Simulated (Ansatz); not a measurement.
A geometry of PtSe₂ away from equilibrium: the start of the relaxation of a relaxed PtSe2 cell displaced along its unstable phonon at q = Γ (120i cm⁻¹), largest move 0.15 Å. These are PBEsol (plane waves to 420 eV, PAW, scalar-relativistic; Ansatz, a first-principles code) values and carry that method's errors. Γ-centred k-mesh 5×5×9 on the run's cell (coarser than for final values), Fermi–Dirac smearing 0.05 eV.

```xyz
9
Lattice="7.1540 0.0000 0.0000 -3.5770 6.1956 0.0000 0.0000 0.0000 3.6990" Properties=species:S:1:pos:R:3:forces:R:3 pbc="T T T" free_energy=-69695.485 pressure_GPa=0.9
Se     1.7736     0.0000     0.0809    0.2471    0.0000    0.2711
Se    -0.8868     1.5360     0.0809   -0.1235    0.2140    0.2711
Se     2.6902     4.6596     0.0809   -0.1235   -0.2140    0.2711
Se     3.8936     0.0000     1.9775    0.0803    0.0000    0.3419
Se    -1.9468     3.3720     1.9775   -0.0401    0.0695    0.3419
Se     1.6302     2.8236     1.9775   -0.0401   -0.0695    0.3419
Pt     0.0000     0.0000     1.8958    0.0000    0.0000    0.4002
Pt     0.0000     4.1304    -0.1500    0.0000    0.0000   -1.1196
Pt     3.5770     2.0652    -0.1500    0.0000    0.0000   -1.1196
```

Positions in Å, forces in eV/Å, free energy of the cell in eV (comparable only within this code, potentials and settings). Largest force: 1.12 eV/Å, on Pt8, Pt9 (atoms numbered as listed); the geometry lies 0.55 eV/atom above the end of its relaxation.

No spin polarisation in the result. Without a van der Waals term the distances between weakly bound units are poorly fixed.

The run could not lose the symmetry of its start.

Of the parent cell (P-62m (No. 189)): it is a generated cell of PtSe2: the first start was made by placing the elements on the sites of a structure type, and the end was not matched to a known phase here, so it may be hypothetical. Known forms of PtSe2 include space group No. 164.
